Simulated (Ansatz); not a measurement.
BeAlNO:
```xyz
4
Lattice="2.9843 0.0000 0.0000 -1.4921 2.5845 0.0000 0.0000 0.0000 4.6520" Properties=species:S:1:pos:R:3 pbc="T T T"
Al     0.0000     1.7230     2.3784
Be     1.4921     0.8615     4.6132
O      0.0000     1.7230     0.5260
N      1.4921     0.8615     2.9494
```

Tensor components refer to the Cartesian frame of this cell.

**Question.** Give the proper piezoelectric stress tensor with relaxed ions from plane-wave PAW PBEsol (Ansatz code).

**Answer.** In C/m², rows x, y, z, Voigt columns; mesh uncertainty up to 0.00.
```
 0.00   0.00   0.00   0.00  -0.44  -1.36
-1.36   1.36   0.00  -0.44   0.00   0.00
 0.37   0.37  -1.40   0.00   0.00   0.00
```

The elastic tensor of the same run (GPa):

```tsv
	1	2	3	4	5	6
1	344	139	104	-19.9	0.0	0.0
2	139	344	104	19.9	0.0	0.0
3	104	104	359	0.0	0.0	0.0
4	-19.9	19.9	0.0	103	0.0	0.0
5	0.0	0.0	0.0	0.0	103	-19.9
6	0.0	0.0	0.0	0.0	-19.9	102
```

**Question.** Convert to strain constants d = e·S.

**Answer.** In pC/N:
```
  0.0    0.0    0.0    0.0   -7.1  -14.7
 -7.4    7.4    0.0   -7.1    0.0    0.0
  1.8    1.8   -4.9    0.0    0.0    0.0
```

Space group P3m1. The start of the workflow was typed in or built on a structure type; neither database checked (COD, Materials Project) lists it. Whether it is the stable phase at ambient conditions was not checked. The PBEsol relaxation kept the symmetry of its start; whether a distortion lowers the energy is not shown. Signs of piezoelectric constants follow the polarity of the cell as given.

Potentials: the earlier of the program's two PAW sets. The files were generated under PBE; for other functionals the program regenerates the frozen cores, and for LDA and PBEsol the local potential too.
